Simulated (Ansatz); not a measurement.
Cu3Sb:
```
Cu3Sb
1.0
    4.47929     0.00000     0.00000
   -2.23964     3.87918     0.00000
    0.00000     0.00000     4.88932
Sb Cu
1 3
Direct
  0.00000   0.00000   0.00000
  0.00000   0.00000   0.50000
  0.33333   0.66667   0.00000
  0.66667   0.33333   0.00000
```

Relaxed with r²SCAN. Special points in fractions of this cell's reciprocal vectors: Γ (0.000, 0.000, 0.000); M (0.500, 0.000, 0.000); K (0.333, 0.333, 0.000); A (0.000, 0.000, 0.500); L (0.500, 0.000, 0.500); H (0.333, 0.333, 0.500).

Problem. List the band energies nearest the Fermi level at these points for DFT-r²SCAN in the program Ansatz with PAW potentials.

Solution. In eV from the Fermi level; about four levels below and three above (degenerate sets whole), none deeper than 8.9 eV; points with the same levels are listed once.

| k | below | above |
|---|---|---|
| Γ | -2.86 -2.86 -2.83 -2.83 | 0.07 0.38 0.38 |
| M | -2.87 -2.75 -2.69 -1.67 | 0.56 1.43 2.97 |
| K | -2.74 -2.70 -2.70 -1.63 | 1.13 3.89 3.89 |
| A | -3.03 -3.03 -2.88 -2.78 -2.78 | 0.42 1.01 1.01 |
| L | -2.49 -2.11 -2.02 -0.49 | 1.02 3.91 4.26 |
| H | -2.74 -2.54 -2.54 -2.04 | 0.56 0.56 5.29 |

Space group P6/mmm. The start of the workflow was typed in or built on a structure type; neither database checked (COD, Materials Project) lists it. Its standing as an ambient phase is unchecked. The cell was relaxed with r²SCAN under the symmetry of its start; whether a distortion lowers the energy is not shown. No spin polarisation was allowed. Its formation energy is positive at this level, so the cell may be metastable or incomplete. Spin–orbit coupling is left out wherever it is not named.

Potentials: the earlier of the program's two PAW sets.
